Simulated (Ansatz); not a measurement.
Input, command and steps of an Ansatz relaxation.

```yaml
crystal:
  lattice:
    - [5.1750118141, -3.2290561803, 0.0141927867]
    - [5.1750118141, 3.2290561803, 0.0141927867]
    - [-3.1140103011, 0.0, 5.2126517451]
  atoms:
    - { symbol: Ni, position: [0.3273562156, 0.8245728205, 0.1518982752] }
    - { symbol: Ni, position: [0.1754271795, 0.6726437844, 0.3481017248] }
    - { symbol: Ni, position: [0.6726437844, 0.1754271795, 0.8481017248] }
    - { symbol: Ni, position: [0.8245728205, 0.3273562156, 0.6518982752] }
    - { symbol: Ni, position: [0.0, 0.5, 0.5] }
    - { symbol: Ni, position: [0.5, 0.0, 0.0] }
    - { symbol: Ni, position: [0.2600094594, 0.0869946268, 0.5851519806] }
    - { symbol: Ni, position: [0.9130053732, 0.7399905406, 0.9148480194] }
    - { symbol: Ni, position: [0.7399905406, 0.9130053732, 0.4148480194] }
    - { symbol: Ni, position: [0.0869946268, 0.2600094594, 0.0851519806] }
    - { symbol: Ge, position: [0.1089953237, 0.8910046763, 0.75] }
    - { symbol: Ge, position: [0.8910046763, 0.1089953237, 0.25] }
    - { symbol: Ge, position: [0.4175730608, 0.2894057589, 0.4534016992] }
    - { symbol: Ge, position: [0.7105942411, 0.5824269392, 0.0465983008] }
    - { symbol: Ge, position: [0.5824269392, 0.7105942411, 0.5465983008] }
    - { symbol: Ge, position: [0.2894057589, 0.4175730608, 0.9534016992] }
basis:
  ecutwfc: 420
kpoints:
  mp_grid: { grid: [8, 8, 8] }
hamiltonian:
  xc: pbesol
scf:
  occupations: { method: gaussian, width: 0.1 }
output:
  forces: true
  stress: true
  eigenvalues: true
relax:
  adjacent_minimum: "off"
  f_tol: 0.01
  max_steps: 30
  cell: { stress_tol: 0.1, fix: [volume] }
```

```bash
ansatz run input.yaml --threads 4 --pin off --max-ram 10240MiB --backend cpu --events-out ev --progress --plain --runs-dir out
```

Method: DFT PBEsol, scalar-relativistic, plane waves, PAW in Ansatz.

The volume is held at 0.91 times that of the relaxed cell.

Of 4 frames 3 are shown, positions in Å and forces in eV/Å; the SCF threshold varies from step to step. Steps run on the plane waves of an earlier cell, with a Pulay correction in the pressure. The basis is chosen afresh for the last frame, the zero of the energies, and at times for earlier ones too; energy and pressure can step there, also at an unchanged geometry. Where two frames share a geometry here, they differ by under 2 meV/atom and 0.3 GPa. Spin polarisation was left out; whether the Ni atoms would carry moments isn't shown by this run.

```xyz
16
Lattice="5.1750 -3.2291 0.0142 5.1750 3.2291 0.0142 -3.1140 0.0000 5.2127" Properties=species:S:1:pos:R:3:forces:R:3 pbc="T T T" step=1 free_energy_over_end_meV_per_atom=0.36 pressure_GPa=21.95
Ni    5.4882    1.6055    0.8081    0.0224    0.0428    0.0561
Ni    3.3048    1.6055    1.8266   -0.0224    0.0428   -0.0561
Ni    1.7478   -1.6055    4.4329   -0.0224   -0.0428   -0.0561
Ni    3.9312   -1.6055    3.4145    0.0224   -0.0428    0.0561
Ni    1.0305    1.6145    2.6134    0.0000    0.0000    0.0000
Ni    2.5875   -1.6145    0.0071    0.0000    0.0000    0.0000
Ni   -0.0264   -0.5587    3.0551   -0.0158    0.0037   -0.0074
Ni    5.7054   -0.5587    4.7922    0.0158    0.0037    0.0074
Ni    7.2624    0.5587    2.1859    0.0158   -0.0037    0.0074
Ni    1.5306    0.5587    0.4488   -0.0158   -0.0037   -0.0074
Ge    2.8395    2.5252    3.9237    0.0000   -0.0791    0.0000
Ge    4.3965   -2.5252    1.3174    0.0000    0.0791    0.0000
Ge    2.2467   -0.4139    2.3735    0.0838    0.0322    0.0333
Ge    6.5463   -0.4139    0.2613   -0.0838    0.0322   -0.0333
Ge    4.9893    0.4139    2.8676   -0.0838   -0.0322   -0.0333
Ge    0.6897    0.4139    4.9798    0.0838   -0.0322    0.0333
16
Lattice="5.1742 -3.2299 0.0161 5.1742 3.2299 0.0161 -3.1117 0.0000 5.2110" Properties=species:S:1:pos:R:3:forces:R:3 pbc="T T T" step=2 free_energy_over_end_meV_per_atom=0.15 pressure_GPa=21.83
Ni    5.4886    1.6090    0.8129    0.0193    0.0330    0.0403
Ni    3.3040    1.6090    1.8247   -0.0193    0.0330   -0.0403
Ni    1.7482   -1.6090    4.4302   -0.0193   -0.0330   -0.0403
Ni    3.9328   -1.6090    3.4184    0.0193   -0.0330    0.0403
Ni    1.0313    1.6149    2.6135    0.0000    0.0000    0.0000
Ni    2.5871   -1.6149    0.0080    0.0000    0.0000    0.0000
Ni   -0.0248   -0.5588    3.0545   -0.0106    0.0014   -0.0041
Ni    5.7058   -0.5588    4.7942    0.0106    0.0014    0.0041
Ni    7.2616    0.5588    2.1886    0.0106   -0.0014    0.0041
Ni    1.5310    0.5588    0.4490   -0.0106   -0.0014   -0.0041
Ge    2.8405    2.5223    3.9243    0.0000   -0.0475    0.0000
Ge    4.3963   -2.5223    1.3188    0.0000    0.0475    0.0000
Ge    2.2520   -0.4125    2.3752    0.0500    0.0191    0.0159
Ge    6.5406   -0.4125    0.2624   -0.0500    0.0191   -0.0159
Ge    4.9848    0.4125    2.8680   -0.0500   -0.0191   -0.0159
Ge    0.6962    0.4125    4.9807    0.0500   -0.0191    0.0159
16
Lattice="5.1737 -3.2308 0.0198 5.1737 3.2308 0.0198 -3.1076 0.0000 5.2079" Properties=species:S:1:pos:R:3:forces:R:3 pbc="T T T" step=4 free_energy_over_end_meV_per_atom=0.00 pressure_GPa=21.62
Ni    5.4910    1.6162    0.8231    0.0001   -0.0013    0.0010
Ni    3.3026    1.6162    1.8204   -0.0001   -0.0013   -0.0010
Ni    1.7488   -1.6162    4.4243   -0.0001    0.0013   -0.0010
Ni    3.9372   -1.6162    3.4270    0.0001    0.0013    0.0010
Ni    1.0331    1.6154    2.6138    0.0000    0.0000    0.0000
Ni    2.5868   -1.6154    0.0099    0.0000    0.0000    0.0000
Ni   -0.0219   -0.5592    3.0533   -0.0018   -0.0018    0.0016
Ni    5.7079   -0.5592    4.7981    0.0018   -0.0018   -0.0016
Ni    7.2617    0.5592    2.1942    0.0018    0.0018   -0.0016
Ni    1.5319    0.5592    0.4493   -0.0018    0.0018    0.0016
Ge    2.8430    2.5170    3.9257    0.0000    0.0022    0.0000
Ge    4.3968   -2.5170    1.3217    0.0000   -0.0022    0.0000
Ge    2.2621   -0.4104    2.3771    0.0013   -0.0018   -0.0018
Ge    6.5315   -0.4104    0.2664   -0.0013   -0.0018    0.0018
Ge    4.9777    0.4104    2.8703   -0.0013    0.0018    0.0018
Ge    0.7083    0.4104    4.9810    0.0013    0.0018   -0.0018
```

Time: 3.9 min on 4 threads of Oxide Virtual Turin-like Processor (Zen 5), on a shared host, peak memory 3.2 GiB.